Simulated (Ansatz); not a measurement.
**Computed properties of LaPd2**

LaPd2:
```
CELL_PARAMETERS angstrom
     -1.98448     1.98448     4.43171
      1.98448    -1.98448     4.43171
      1.98448     1.98448    -4.43171
ATOMIC_POSITIONS crystal
  La 0.00000 0.00000 0.00000
  Pd 0.75000 0.25000 0.50000
  Pd 0.25000 0.75000 0.50000
```

Space group I4/mmm (No. 139); conventional cell a = 3.9690 Å, b = 3.9690 Å, c = 8.8634 Å, α = 90.00°, β = 90.00°, γ = 90.00°.

Method: the program Ansatz at the r²SCAN level (PAW). The cell and atoms are relaxed at this level. Other levels are named where they apply.

### Cell and energy

| Item | Value |
|---|---|
| Volume per atom | 23.27 Å³ |
| Density | 8.37 g/cm³ |
| Formation energy from the elements (no fitted shifts) | -607 meV/atom |

### Electronic structure

| Quantity | Value |
|---|---|
| Electronic character | metallic (no gap) |
| Density of states at the Fermi level | 0.67 states/eV per atom (mean over ±0.08 eV) |
| Gap with spin–orbit coupling | none (metallic) |

### Mechanics

| Property | Result |
|---|---|
| Bulk modulus (Birch–Murnaghan fit) | 83.2 GPa |
| Pressure derivative B′ | 4.8 |

### Charges

| Quantity | Value |
|---|---|
| Bader charges | La +1.46, Pd -0.73 e |

The workflow started from an entry of the Crystallography Open Database (COD). Whether it is the stable phase at ambient conditions was not checked. The cell was relaxed with r²SCAN under the symmetry of its start; whether a distortion lowers the energy is not shown. No spin polarisation was allowed. The volume moved by -19 % from the start of the relaxation. The volume fell by over 15 % from the filed cell, which may lack light atoms or belong to other conditions. Axis ratios of metals converge slowly with the k-mesh, so a and c are less sure than the volume. The references are the lowest solids computed at this level, not always the standard phases. Scalar-relativistic: spin–orbit coupling is off unless named, which matters more the heavier the elements.

Potentials: the later of the program's two PAW sets.
